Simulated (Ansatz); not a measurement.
In plane-wave PAW PBE (Ansatz code), Mn2SiB2 in the orthorhombic phase (Cmmm; Si on 2a, Mn on 4j, B on 4i) relaxes to a = 2.992 Å, b = 10.429 Å, c = 2.758 Å. Its formation energy from the elements is -345 meV/atom, with no fitted shifts.

Electronic character: metallic (no gap). The magnetic state found is ferromagnetic. The net moment is 0.19 μB per atom.

The start of the workflow was typed in or built on a structure type; neither database checked (COD, Materials Project) lists it. Its standing as an ambient phase is unchecked. The PBE relaxation kept the symmetry of its start; whether a distortion lowers the energy is not shown. Magnetic state: ferromagnetic, chosen from 2 collinear starts compared on coarse meshes (ties went to the first, and starts can fall back to one state), not a proven ground state. The references are the lowest solids computed at this level, not always the standard phases.

Potentials: the later of the program's two PAW sets.
